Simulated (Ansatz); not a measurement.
## Clamped-ion strain scan in Hf

These are results of DFT PBEsol, scalar-relativistic, plane waves, PAW (Ansatz 0.2.0), not measurements. Cutoff 420 eV, Γ-centred 18×18×10 k-points, Gaussian smearing of 0.15 eV. Spin–orbit coupling is left out, which can shift energies with elements as heavy as these. No spin polarisation. Energies are free energies at this smearing, counted from the undisturbed cell; pressure is positive in compression.

Reference structure (as given, not relaxed at this level; it stands at -3.8 GPa):

```xyz
2
Lattice="3.1967 0.0000 0.0000 -1.5983 2.7684 0.0000 0.0000 0.0000 5.0578" Properties=species:S:1:pos:R:3 pbc="T T T"
Hf    0.0000    1.8456    1.2645
Hf    1.5983    0.9228    3.7934
```

The cell is strained by ε times the Voigt pattern (0, 0, 1, 0, 0, 0) (xx, yy, zz, yz, xz, xy; engineering shear) with fractional coordinates fixed. The cell is metallic on the mesh throughout.

```
      ε  ΔE (meV/atom)
-0.1500          291.2
-0.1125          140.4
-0.0750           44.0
-0.0375           -0.3
 0.0000            0.0
 0.0375           37.1
 0.0750          103.2
 0.1125          192.3
 0.1312          243.2
 0.1500          297.4
```